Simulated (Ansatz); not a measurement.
**Formation energy of LuBi in the antiNiAs structure**

Level of theory: DFT, PBEsol, scalar-relativistic, no spin polarisation; plane waves to 420 eV with PAW datasets (Ansatz 0.2.0), 8×8×6 k-mesh, Gaussian smearing of 0.05 eV; PAW files: Ansatz's generated set soft_2.

This is a trial structure: such lanthanide and actinide compounds mostly take the rock-salt structure.

The structure is hexagonal, space group P6_3/mmc (No. 194). Conventional cell: a = 4.307 Å, b = 4.307 Å, c = 7.280 Å, α = 90.00°, β = 90.00°, γ = 120.00°. Around Lu (site symmetry -6m2) lie 6 Bi at 3.08 Å. Around Bi (site symmetry -3m) lie 6 Lu at 3.08 Å. (Shells end 15 % past the nearest neighbour.)

The elements were computed in their standard states with the same datasets, cutoff and functional. Absolute energies hang on the potentials; compare differences alone.

Energy of the relaxed cell (4 atoms, smearing extrapolated to zero): -53709.270 eV. Elements, in eV/atom: Lu -14611.485, Bi -12242.001.

Question: What is the formation energy?

Answer: [-53709.270 − (2 × -14611.485 + 2 × -12242.001)] / 4 = -0.57 eV/atom, or -55 kJ per mole of atoms.

The value is for 0 K, without zero-point energy. A negative value shows stability against the elements alone, not against other compounds or structures.

 Scalar-relativistic only: spin–orbit splittings of the heavy atoms' levels are missing.
